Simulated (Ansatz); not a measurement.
SnTe:
```
CELL_PARAMETERS angstrom
      0.00000     3.20477     3.20477
      3.20477     0.00000     3.20477
      3.20477     3.20477     0.00000
ATOMIC_POSITIONS crystal
  Sn 0.00000 0.00000 0.00000
  Te 0.50000 0.50000 0.50000
```

Relaxed with PBE. Special points in fractions of this cell's reciprocal vectors: Γ (0.000, 0.000, 0.000); X (0.500, 0.000, 0.500); U (0.625, 0.250, 0.625); K (0.375, 0.375, 0.750); L (0.500, 0.500, 0.500); W (0.500, 0.250, 0.750).

Problem. List the band energies nearest the valence-band maximum at these points for PBE with spin–orbit coupling in the plane-wave PAW code Ansatz.

Solution. In eV from the valence-band maximum; about four levels below and three above (degenerate sets whole), none deeper than 8.9 eV; points with the same levels are listed once.

```
k                    below                          above
-  -----------------------  -----------------------------
Γ  -1.68 -1.68 -1.68 -1.68  2.74 2.74 3.58 3.58 3.58 3.58
X  -3.66 -3.66 -3.22 -3.22            2.46 2.46 4.37 4.37
U  -3.05 -3.05 -2.45 -2.45            2.76 2.76 3.25 3.25
L    -1.36 -1.36 0.00 0.00            0.11 0.11 0.45 0.45
W  -4.38 -4.38 -0.76 -0.76            0.91 0.91 4.54 4.54
```

Space group Fm-3m (rock salt). Symmetry was held in the PBE relaxation.

Potentials: the earlier of the program's two PAW sets.
